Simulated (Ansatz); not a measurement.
LaTe₂ in space group P4/nmm (No. 129; Te on 2a, Te on 2c, La on 2c) at seven volumes, plane-wave PAW PBEsol (Ansatz code), shape and atoms relaxed at each. One row is withheld.

| V (Å³/atom) | P (GPa) |
|---|---|
| 27.902 | 6.75 |
| 28.822 | 4.14 |
| 29.742 | 1.92 |
| 30.662 | 0.00 |
| 31.581 | ? |
| 32.501 | -3.05 |
| 33.421 | -4.25 |

Q: Fit the shown pressures and predict the withheld one.

A: P = (3/2)B₀(x^(7/2) − x^(5/2))[1 + (3/4)(B′ − 4)(x − 1)] with x = (V₀/V)^(2/3). Least squares on the six rows gives V₀ = 30.663 Å³/atom, B₀ = 58.9 GPa, B′ = 4.10. At V = 31.581, x = 0.9805 and P = -1.64 GPa. The run itself gave -1.64 GPa.

The workflow started from an entry of the Crystallography Open Database (COD), which files this formula under 2 space groups. Whether it is the stable phase at ambient conditions was not checked. The PBEsol relaxation kept the symmetry of its start; whether a distortion lowers the energy is not shown. Scalar-relativistic: spin–orbit coupling is off unless named, which matters more the heavier the elements.

Potentials: the later of the program's two PAW sets.
